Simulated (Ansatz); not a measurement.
# Pt (hcp): energy against volume

Method: DFT, m-r2SCAN, plane waves (500 eV) with PAW, scalar-relativistic in Ansatz 0.2.0. (PAW data from PBE, frozen cores regenerated.)

The cell is scaled uniformly from the relaxed one, with fractional coordinates and shape fixed. Energies are extrapolated to zero smearing, pressures are those at the given smearing. Magnetic state: non-magnetic.

A Birch-Murnaghan fit gives V₀ = 15.41 Å³/atom, B₀ = 266 GPa, B₀′ = 5.4.

Task: What are the energy above the minimum and the pressure at 13.561 Å³/atom?

Result: 242.3 meV/atom and 48.14 GPa as computed.

Task: What are the energy above the minimum and the pressure at 14.794 Å³/atom?

Result: 22.3 meV/atom and 12.25 GPa as computed.

Task: What are the energy above the minimum and the pressure at 16.643 Å³/atom?

Result: 69.7 meV/atom and -16.53 GPa as computed.

m-r²SCAN is r²SCAN on the gauge-invariant kinetic-energy density; without spin polarisation the two are equal.
